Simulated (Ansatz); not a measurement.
All numbers below come from DFT PBE, scalar-relativistic, plane waves, PAW in Ansatz 0.2.0. All cells share a 420 eV cutoff and Γ-centred k meshes spaced at most about 0.3 Å⁻¹ (about 0.25 or finer for metals, 2π included). No spin polarisation in the final relaxations.

All energies are static (0 K, no zero-point motion). All come from trial cells, and lower structures may exist.

Problem. Which of these relaxed structures of Sr₄HfO is the lowest in energy?
A. Space group F-43m (No. 216), cubic, a = 10.714 Å. Sr is surrounded by 1 O at 2.30 Å, 6 Sr at 3.76–3.82 Å and 3 Hf at 4.44 Å; Hf has 12 Sr at 4.44 Å; O is surrounded by 4 Sr at 2.30 Å.
B. Space group P4/mmm (No. 123), tetragonal, a = 4.837 Å, c = 9.243 Å. Sr on a site of symmetry 4mm is surrounded by 1 O at 2.90 Å, 1 Sr at 3.44 Å, 4 Sr at 3.78 Å and 4 Hf at 3.83 Å; around Sr on a site of symmetry mmm lie 2 O at 2.42 Å, 4 Sr at 3.42 Å and 4 Sr at 3.78 Å; around Hf lie 8 Sr at 3.83 Å; around O lie 4 Sr at 2.42 Å and 2 Sr at 2.90 Å.
C. Space group P-6m2 (No. 187), hexagonal, a = 8.471 Å, c = 3.527 Å. Sr on a site of symmetry -6m2 has 8 Sr at 3.50–3.53 Å; Sr on a site of symmetry mm2 is surrounded by 2 O at 2.57 Å, 2 Sr at 3.24 Å and 4 Sr at 3.50–3.53 Å; Hf is surrounded by 2 Hf at 3.53 Å; O has 6 Sr at 2.57 Å.
D. Space group P-6m2 (No. 187), hexagonal, a = 3.718 Å, c = 16.161 Å. Sr on its first site has 3 Hf at 3.54 Å, 6 Sr at 3.72 Å and 3 Sr at 4.26 Å; Sr on its second site has 3 O at 2.67 Å, 1 Sr at 3.17 Å, 6 Sr at 3.72 Å and 3 Sr at 4.26 Å; Hf is surrounded by 6 Sr at 3.54 Å and 6 Hf at 3.72 Å; O is surrounded by 6 Sr at 2.67 Å.

Solution. D. It has space group P-6m2 (No. 187); the next, B, with space group P4/mmm (No. 123), lies 250 meV/atom higher. Counting Hf or Sr atoms around O (for each partner element, those within 1.25 times its shortest distance or 1.15 times the sum of covalent radii, where it is the nearest in units of that sum or under 1.3; a plus sign parts groups by distance over the sum of covalent radii), the lowest has O 6 and the next has O 4+2.

Spin–orbit coupling, which can matter for Hf, is left out. A magnetic state wasn't ruled out in cells without spin, among them P4/mmm, F-43m, P-6m2 at 36.5 Å³/atom. Cells relaxed within their symmetry can be saddle points. Some types were kept out of the candidates beforehand, so the set may lack a known form.
